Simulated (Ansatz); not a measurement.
Here is the system:

SrVHO$_{2}$:
```
SrVHO2
1.0
    3.84582     0.00000     0.00000
    0.00000     3.84582     0.00000
    0.00000     0.00000     3.63164
Sr V O H
1 1 2 1
Direct
  0.50000   0.50000   0.50000
  0.00000   0.00000   0.00000
  0.50000   0.00000   0.00000
  0.00000   0.50000   0.00000
  0.00000   0.00000   0.50000
```

This is the PBEsol-relaxed structure.

Q: All from DFT-PBEsol in the program Ansatz with PAW potentials, unless another level is named. Estimate the electronic character.

A: metallic (no gap).

Q: And the density of states at the Fermi level?

A: 0.41 states/eV per atom (mean over ±0.08 eV).

Q: Predict the formation energy from the elements (no fitted shifts).

A: -2.03 eV/atom.

Q: What about the gap with spin–orbit coupling?

A: none (metallic).

Space group P4/mmm. The start of the workflow was typed in or built on a structure type; neither database checked (COD, Materials Project) lists it. Whether it is the stable phase at ambient conditions was not checked. The cell was relaxed with PBEsol under the symmetry of its start; its stability against distortions is not shown here. The workflow began spin-polarised and lost its moments. No Hubbard U is applied. The compound may be a true metal, but semilocal functionals without U, or a wrong spin order, can also close a gap. The references are the lowest solids computed at this level, not always the standard phases (solids in place of the gases). Scalar-relativistic: spin–orbit coupling is off unless named, which matters more the heavier the elements.

Potentials: the earlier of the program's two PAW sets. The files were generated under PBE; for other functionals the program regenerates the frozen cores, and for LDA and PBEsol the local potential too.
